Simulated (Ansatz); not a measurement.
C:
```yaml
crystal:
  lattice:
    - [2.60036, 0.00000, 0.00000]
    - [-1.30018, 2.25198, 0.00000]
    - [0.00000, 0.00000, 2.79946]
  atoms:
    - { symbol: C, position: [0.50000, 0.00000, 0.00000] }
    - { symbol: C, position: [0.00000, 0.50000, 0.66667] }
    - { symbol: C, position: [0.50000, 0.50000, 0.33333] }
```

Relaxed with r²SCAN.

Problem. Map the electron localisation function on the plane through (0.000, 0.500, 0.667) spanned by u = [1, 0, 0] and v = [0, 0, 1] in lattice vectors, from the program Ansatz at the r²SCAN level (PAW).

Solution. x is the fraction of u, y of v (the angle between them is 90°; rows are the nearest grid lines); atoms in the plane: C at (0.00, 0.00), C at (0.50, 0.67).
```
y \ x   0.000  0.0625  0.188  0.250  0.375  0.438  0.562  0.625  0.750  0.812  0.938   1.00
------  -----  ------  -----  -----  -----  -----  -----  -----  -----  -----  -----  -----
1.00    0.015   0.060  0.630  0.733  0.559  0.418  0.418  0.559  0.733  0.630  0.060  0.015
0.938   0.067   0.176  0.799  0.865  0.757  0.639  0.639  0.757  0.865  0.799  0.176  0.067
0.875   0.354   0.502  0.896  0.925  0.837  0.710  0.710  0.837  0.925  0.896  0.502  0.354
0.750   0.618   0.682  0.871  0.892  0.629  0.272  0.272  0.629  0.892  0.871  0.682  0.618
0.688   0.441   0.503  0.750  0.783  0.372  0.073  0.073  0.372  0.783  0.750  0.503  0.441
0.625   0.203   0.254  0.556  0.628  0.307  0.085  0.085  0.307  0.628  0.556  0.254  0.203
0.562   0.076   0.104  0.371  0.511  0.441  0.299  0.299  0.441  0.511  0.371  0.104  0.076
0.438   0.076   0.082  0.176  0.307  0.578  0.625  0.625  0.578  0.307  0.176  0.082  0.076
0.375   0.203   0.192  0.175  0.216  0.416  0.492  0.492  0.416  0.216  0.175  0.192  0.203
0.312   0.441   0.415  0.259  0.203  0.219  0.257  0.257  0.219  0.203  0.259  0.415  0.441
0.250   0.618   0.601  0.417  0.270  0.120  0.106  0.106  0.120  0.270  0.417  0.601  0.618
0.125   0.354   0.403  0.543  0.482  0.164  0.081  0.081  0.164  0.482  0.543  0.403  0.354
0.0625  0.067   0.130  0.534  0.582  0.320  0.189  0.189  0.320  0.582  0.534  0.130  0.067
0.000   0.015   0.060  0.630  0.733  0.559  0.418  0.418  0.559  0.733  0.630  0.060  0.015
```

The density is the valence pseudo-density with augmentation charge, so density and ELF within about 1 Å of a nucleus are not all-electron values.

Space group P6_222. The start of the workflow was typed in or built on a structure type; neither database checked (COD, Materials Project) lists it. It is not the phase usual at ambient conditions (space group No. 194, 227). Symmetry was held in the r²SCAN relaxation; its stability against distortions is not shown here.

Potentials: the later of the program's two PAW sets.
